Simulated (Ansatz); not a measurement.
TaAl:
```cif
data_AlTa
_chemical_formula_sum 'Ta1 Al1'
_space_group_name_H-M_alt 'Pm-3m'
_space_group_IT_number 221
_space_group_name_Hall '-P 4 2 3'
_cell_length_a 3.20809
_cell_length_b 3.20809
_cell_length_c 3.20809
_cell_angle_alpha 90.000
_cell_angle_beta 90.000
_cell_angle_gamma 90.000
loop_
_atom_site_label
_atom_site_type_symbol
_atom_site_symmetry_multiplicity
_atom_site_Wyckoff_symbol
_atom_site_fract_x
_atom_site_fract_y
_atom_site_fract_z
_atom_site_occupancy
Ta1 Ta 1 a 0.00000 0.00000 0.00000 1
Al1 Al 1 b 0.50000 0.50000 0.50000 1
```

Relaxed with r²SCAN.

Task: Which orbitals make up the states near the Fermi level in DFT-r²SCAN in the program Ansatz with PAW potentials?

Result: Within 0.5 eV of the Fermi level: Ta 5d 76 %, Al 3p 16 %. Projections are on Löwdin-orthogonalised atomic valence shells; empty p or d shells of many metals are not among them.

Task: Tabulate the density of states.

Result: States/eV per cell of 2 atoms, in 0.25 eV bins, energy from the Fermi level.

```tsv
E (eV)	total	Ta 5d	Al 3p	Al 3s
-7.85	0.36	0.04	0.11	0.11
-7.60	0.39	0.05	0.12	0.12
-7.35	0.44	0.07	0.13	0.13
-7.10	0.51	0.09	0.15	0.15
-6.85	0.61	0.14	0.17	0.19
-6.60	0.77	0.24	0.18	0.26
-6.35	1.16	0.54	0.18	0.38
-6.10	0.74	0.32	0.14	0.24
-5.85	0.56	0.24	0.13	0.15
-5.60	0.47	0.19	0.13	0.11
-5.35	0.44	0.17	0.14	0.08
-5.10	0.44	0.16	0.15	0.07
-4.85	0.47	0.17	0.17	0.07
-4.60	0.54	0.19	0.20	0.06
-4.35	0.91	0.40	0.33	0.07
-4.10	1.40	0.66	0.52	0.07
-3.85	1.54	0.75	0.59	0.07
-3.60	1.10	0.57	0.39	0.06
-3.35	0.94	0.52	0.32	0.05
-3.10	0.94	0.55	0.31	0.04
-2.85	1.35	0.92	0.38	0.02
-2.60	1.78	1.12	0.60	0.01
-2.35	1.72	0.96	0.70	0.00
-2.10	1.08	0.71	0.33	0.00
-1.85	0.85	0.62	0.19	0.00
-1.60	0.78	0.62	0.12	0.00
-1.35	0.39	0.27	0.07	0.00
-1.10	1.22	0.97	0.15	0.01
-0.85	1.68	1.32	0.19	0.02
-0.60	1.75	1.38	0.19	0.02
-0.35	1.04	0.78	0.14	0.02
-0.10	1.55	1.19	0.24	0.02
0.15	2.21	1.67	0.39	0.02
0.40	2.15	1.67	0.34	0.02
0.65	1.72	1.37	0.20	0.03
0.90	2.56	2.05	0.28	0.05
1.15	1.81	1.42	0.23	0.02
1.40	1.35	1.00	0.19	0.04
1.65	1.12	0.79	0.16	0.05
1.90	0.96	0.65	0.14	0.05
2.15	0.70	0.54	0.06	0.02
2.40	0.62	0.49	0.03	0.02
2.65	0.68	0.47	0.04	0.06
2.90	0.43	0.28	0.02	0.06
3.15	0.19	0.11	0.01	0.07
3.40	0.20	0.05	0.05	0.09
3.65	0.31	0.10	0.09	0.11
3.90	0.46	0.16	0.14	0.13
4.15	0.78	0.31	0.28	0.15
4.40	1.14	0.59	0.35	0.14
4.65	2.17	1.52	0.43	0.13
```

The start of the workflow was typed in or built on a structure type; neither database checked (COD, Materials Project) lists it. Its standing as an ambient phase is unchecked. The cell was relaxed with r²SCAN under the symmetry of its start. At this level the phase is mechanically unstable. No spin polarisation was allowed. Scalar-relativistic: spin–orbit coupling is off unless named, which matters more the heavier the elements.

Potentials: the earlier of the program's two PAW sets.
